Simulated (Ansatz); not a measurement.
RuS2:
```xyz
12
Lattice="5.5498 0.0000 0.0000 0.0000 5.5498 0.0000 0.0000 0.0000 5.5498" Properties=species:S:1:pos:R:3 pbc="T T T"
Ru     0.0000     0.0000     0.0000
Ru     2.7749     0.0000     2.7749
Ru     2.7749     2.7749     0.0000
Ru     0.0000     2.7749     2.7749
S      2.1430     2.1430     2.1430
S      0.6319     3.4068     4.9178
S      4.9178     0.6319     3.4068
S      3.4068     4.9178     0.6319
S      3.4068     3.4068     3.4068
S      4.9178     2.1430     0.6319
S      0.6319     4.9178     2.1430
S      2.1430     0.6319     4.9178
```

This is the LDA-relaxed structure.

All from LDA in the plane-wave PAW code Ansatz, unless another level is named. Give the Born charges (a third of the trace).

Ru -4.58, S +2.29 e.

Next, the electronic dielectric constant ε∞ (DFPT)?

16.5.

Give the static dielectric constant ε0 (ions relaxed, cell fixed).

21.0.

Space group Pa-3. The cell was relaxed with LDA under the symmetry of its start. No spin polarisation was allowed. Scalar-relativistic: spin–orbit coupling is off unless named, which matters more the heavier the elements.

Potentials: the later of the program's two PAW sets.
